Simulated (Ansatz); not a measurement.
A free-standing 2H monolayer of SnSe2, relaxed with r2SCAN in Ansatz. The sheet's in-plane cell has a = 3.760 Å, b = 3.760 Å (γ = 120.0°), and its outermost atoms lie 3.41 Å apart along the normal. Sn is surrounded by 6 Se at 2.76 Å; Se is surrounded by 3 Sn at 2.76 Å.

The axes x, y and z are those of this cell:
```
Sn Se
1.0
     3.75991    0.00000    0.00000
    -1.87995    3.25617    0.00000
     0.00000    0.00000   30.53192
Sn Se
1 2
Cartesian
  0.0000 2.1708 9.0000
  1.8800 1.0854 10.7045
  1.8800 1.0854 7.2955
```
Periodic in the plane only; c spans the vacuum.

Unstrained: The HSE06 gap is indirect, 0.621 eV (Γ to M), below the direct gap of 1.162 eV at Γ. Meshes: HSE06 6×6×1. Strains are changes of length per length. After each strain the atoms were relaxed again with r2SCAN within the symmetry that the strain leaves, so tilts or polar shifts that break it weren't tested; points keep the names that they have in the unstrained zone. The calculation is spin-unpolarised, and the structure need not be a phase that has been made.

**Question.** Estimate what uniaxial -2.0 % along y, other directions held does to the gap.

**Answer.** HSE06: the gap goes from 0.621 to 0.455 eV (-0.166 eV); the M points, equivalent before, split by 100 meV, and the conduction bottom lies at those like (0, 1/2, 0).

**Question.** Estimate what in-plane biaxial -3.0 % does to the gap.

**Answer.** HSE06: the gap goes from 0.621 to 0.457 eV (-0.164 eV).

**Question.** Apply in-plane biaxial +1.5 %. How far does the gap move, against the unstrained cell?

**Answer.** HSE06: the gap goes from 0.621 to 0.664 eV (+0.043 eV).

No spin-orbit coupling is included; it can move band edges with weight on the heavy atoms by tenths of an eV.

The meshes of the hybrids are coarse, so their gaps aren't converged to the digits shown.
